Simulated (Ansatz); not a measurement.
A calculation with the code Ansatz. Plane-wave DFT: natural occupations of the f shells on orthogonalised atomic orbitals at the end of the run, rising, by spin; atoms or cell relaxed as the task says.

```
cell
1.0
     4.2269   -4.2269    0.0000
    -4.2269   -4.2269    0.0000
     0.0000    0.0000  -10.0078
Au Eu Pd Si
4 4 4 8
Direct
  0.2500 0.2500 0.2500
  0.7500 0.2500 0.7500
  0.7500 0.7500 0.2500
  0.2500 0.7500 0.7500
  0.0000 0.5000 0.5000
  0.5000 0.5000 0.0000
  0.5000 0.0000 0.5000
  0.0000 0.0000 0.0000
  0.7500 0.2500 0.2500
  0.2500 0.2500 0.7500
  0.2500 0.7500 0.2500
  0.7500 0.7500 0.7500
  0.0000 0.5000 0.8832
  0.5000 0.5000 0.3832
  0.5000 0.0000 0.8832
  0.0000 0.0000 0.3832
  0.0000 0.0000 0.6168
  0.5000 0.0000 0.1168
  0.5000 0.5000 0.6168
  0.0000 0.5000 0.1168
```

Starting moments (μB): Eu number 1 7.28, Eu number 2 7.28, Eu number 3 7.28, Eu number 4 7.28; others 0.

| quantity | value |
| --- | --- |
| cell charge | 0 e |
| spin | collinear |
| scf start | atoms |
| lower state search | off |
| functional | PBEsol |
| wave cutoff | 420 eV |
| k mesh | 4, 4, 2 |
| k shift | 0.5, 0.5, 0.5 mesh steps |
| gaussian smearing | 0.05 eV |
| task | single point |

Problem. How are the f shells occupied at the end?

Solution. 

```
shell atom  shell element  shell spin  shell occupation 1 (e)  shell occupation 2 (e)  shell occupation 3 (e)  shell occupation 4 (e)  shell occupation 5 (e)  shell occupation 6 (e)  shell occupation 7 (e)
         5             Eu          up                    0.91                    0.94                    0.94                    0.96                    0.97                    0.99                    0.99
         5             Eu        down                       0                       0                    0.01                    0.01                    0.01                    0.01                    0.01
         6             Eu          up                    0.91                    0.94                    0.94                    0.96                    0.97                    0.99                    0.99
         6             Eu        down                       0                       0                    0.01                    0.01                    0.01                    0.01                    0.01
         7             Eu          up                    0.91                    0.94                    0.94                    0.96                    0.97                    0.99                    0.99
         7             Eu        down                       0                       0                    0.01                    0.01                    0.01                    0.01                    0.01
         8             Eu          up                    0.91                    0.94                    0.94                    0.96                    0.97                    0.99                    0.99
         8             Eu        down                       0                       0                    0.01                    0.01                    0.01                    0.01                    0.01
```

Caveats: 4f shell without a U, which puts 4f levels too near the Fermi level; occupations loosely converged; open f or d shells may hold a state above the lowest.
